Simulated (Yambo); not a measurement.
MgZnO₂ (space group P3m1, No. 156), G0W0@PBEsol in Yambo with this input:

```
rim_cut
gw0
dyson
el_el_corr
HF_and_locXC
ppa
em1d
RandQpts= 1000000
RandGvec= 1 Ry
EXXRLvcs= 84 Ry
VXCRLvcs= 336 Ry
Chimod= "HARTREE"
% BndsRnXp
 6 | 124 |
%
NGsBlkXp= 10 Ry
% LongDrXp
 1.0 | 1.0 | 1.0 |
%
PPAPntXp= 27.2114 eV
% GbndRnge
 1 | 124 |
%
GTermKind= "BG"
DysSolver= "n"
ExtendOut
```

On a 6×6×4 mesh, with wavefunctions cut at 84 Ry, the gap (Γ → Γ) is 3.573 eV and the valence edge shifts by -1.201 eV.

### Question
What happens with this change: no terminator?

### Answer
The gap falls by 0.145 eV, to 3.428 eV; the shift of the valence edge becomes -0.973 eV. Neither run is shown to be the converged limit.

Geometry relaxed with PBEsol; primitive cell a = b = 3.2625 Å, c = 5.1200 Å, α = β = 90.00°, γ = 120.00°.

The structure is a Materials Project entry; no match was found in the copy of COD used, and its stability was not checked.

A shift is the quasiparticle energy of the state minus its PBEsol energy.
